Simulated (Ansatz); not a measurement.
Here is the system:

AlNi:
```
CELL_PARAMETERS angstrom
      0.00000     2.92338     2.92338
      2.92338     0.00000     2.92338
      2.92338     2.92338     0.00000
ATOMIC_POSITIONS crystal
  Al 0.25000 0.25000 0.25000
  Al 0.00000 0.00000 0.00000
  Ni 0.50000 0.50000 0.50000
  Ni 0.75000 0.75000 0.75000
```

This is the PBE-relaxed structure.

Q: All from the program Ansatz at the PBE level (PAW), unless another level is named. Give the formation energy from the elements (no fitted shifts).

A: -32 kJ/mol-atom.

Q: What about the density of states at the Fermi level?

A: 0.46 states/eV per atom (mean over ±0.08 eV).

Space group Fd-3m. The cell is a constructed one: a structure type filled with these elements; neither database checked (COD, Materials Project) lists it. It is not the phase usual at ambient conditions (space group No. 221). The PBE relaxation kept the symmetry of its start; whether a distortion lowers the energy is not shown. The workflow began spin-polarised and lost its moments. The references are the lowest solids computed at this level, not always the standard phases.

Potentials: the later of the program's two PAW sets.
